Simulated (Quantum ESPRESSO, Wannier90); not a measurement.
# ZrPbO₃ (Amm2): Wannier90 run

```
begin unit_cell_cart
ang
    4.1763600000    0.0000000000    0.0000000000
    0.0000000000    2.9806950000    3.0669850000
    0.0000000000   -2.9806950000    3.0669850000
end unit_cell_cart
begin atoms_frac
Zr   0.5000000000 -0.4931200000 -0.4931200000
Pb   0.0000000000 -0.0549800000 -0.0549800000
O    0.5000000000  0.0320300000 -0.4368500000
O    0.5000000000 -0.4368500000  0.0320300000
O    0.0000000000 -0.4400900000 -0.4400900000
end atoms_frac
```

Cell from Materials Project (mp-20337), symmetrised, no further relaxation. COD (Crystallography Open Database) has the formula in 2 space groups, this one among them (matched by group alone). Method: PBEsol plane waves in Quantum ESPRESSO 7.5 (PseudoDojo norm-conserving files, 68 Ry, no spin polarisation, no spin-orbit coupling), Bloch states on a 4×4×4 mesh through Γ, Wannier90 4.0.1. Density: 8×8×8 mesh, cold smearing 0.01 Ry. Spin-orbit coupling is left out although heavy elements are present.

Functional, cutoff and mesh named above are those of the base row (1); the first column says what each row takes instead. Model: 18 functions from bands 13-43, start hydrogen-like Zr: d; Pb: s;p; O: p, disentangled but not localised (num_iter = 0), frozen window tied to the conduction edge or Fermi level of each row, as listed, which moves Ω_I and hoppings a little by itself. Energies are relative to the valence-band maximum; the misfit is to pw.x on a path, for states up to 3.6 eV relative to the valence-band maximum. The lattice is scaled uniformly, fractional positions fixed. The disentangled Ω_I can sit in another minimum from row to row.

```json
[
 {"scale": "0.98", "frozen to (eV)": "4.11", "Ω_I (Å²)": "18.19", "rms misfit (meV)": "6.0", "gap (eV)": "2.61", "bottom of band 13 (eV)": "-7.56", "on-site Pb2 s minus Zr1 dz2 (eV)": "-9.58", "hopping modulus O5 px – Zr1 dx2-y2, R = 0 0 0 (eV)": "2.308", "hopping modulus O5 pz – Pb2 pz, R = 0 0 0 (eV)": "1.929", "hopping modulus O5 pz – Pb2 s, R = 0 0 0 (eV)": "1.778", "hopping modulus Zr1 dxy – Zr1 dxy, R = 1 0 0 (eV)": "0.213"},
 {"scale": "0.99", "frozen to (eV)": "4.11", "Ω_I (Å²)": "18.29", "rms misfit (meV)": "5.8", "gap (eV)": "2.61", "bottom of band 13 (eV)": "-7.39", "on-site Pb2 s minus Zr1 dz2 (eV)": "-9.56", "hopping modulus O5 px – Zr1 dx2-y2, R = 0 0 0 (eV)": "2.230", "hopping modulus O5 pz – Pb2 pz, R = 0 0 0 (eV)": "1.881", "hopping modulus O5 pz – Pb2 s, R = 0 0 0 (eV)": "1.732", "hopping modulus Zr1 dxy – Zr1 dxy, R = 1 0 0 (eV)": "0.201"},
 {"scale": "1", "frozen to (eV)": "4.11", "Ω_I (Å²)": "18.41", "rms misfit (meV)": "5.6", "gap (eV)": "2.61", "bottom of band 13 (eV)": "-7.25", "on-site Pb2 s minus Zr1 dz2 (eV)": "-9.53", "hopping modulus O5 px – Zr1 dx2-y2, R = 0 0 0 (eV)": "2.154", "hopping modulus O5 pz – Pb2 pz, R = 0 0 0 (eV)": "1.833", "hopping modulus O5 pz – Pb2 s, R = 0 0 0 (eV)": "1.687", "hopping modulus Zr1 dxy – Zr1 dxy, R = 1 0 0 (eV)": "0.190"},
 {"scale": "1.01", "frozen to (eV)": "4.10", "Ω_I (Å²)": "18.66", "rms misfit (meV)": "4.8", "gap (eV)": "2.60", "bottom of band 13 (eV)": "-7.12", "on-site Pb2 s minus Zr1 dz2 (eV)": "-9.49", "hopping modulus O5 px – Zr1 dx2-y2, R = 0 0 0 (eV)": "2.080", "hopping modulus O5 pz – Pb2 pz, R = 0 0 0 (eV)": "1.771", "hopping modulus O5 pz – Pb2 s, R = 0 0 0 (eV)": "1.645", "hopping modulus Zr1 dxy – Zr1 dxy, R = 1 0 0 (eV)": "0.179"},
 {"scale": "1.02", "frozen to (eV)": "4.08", "Ω_I (Å²)": "18.78", "rms misfit (meV)": "5.8", "gap (eV)": "2.58", "bottom of band 13 (eV)": "-7.01", "on-site Pb2 s minus Zr1 dz2 (eV)": "-9.47", "hopping modulus O5 px – Zr1 dx2-y2, R = 0 0 0 (eV)": "2.010", "hopping modulus O5 pz – Pb2 pz, R = 0 0 0 (eV)": "1.727", "hopping modulus O5 pz – Pb2 s, R = 0 0 0 (eV)": "1.601", "hopping modulus Zr1 dxy – Zr1 dxy, R = 1 0 0 (eV)": "0.167"}
]
```
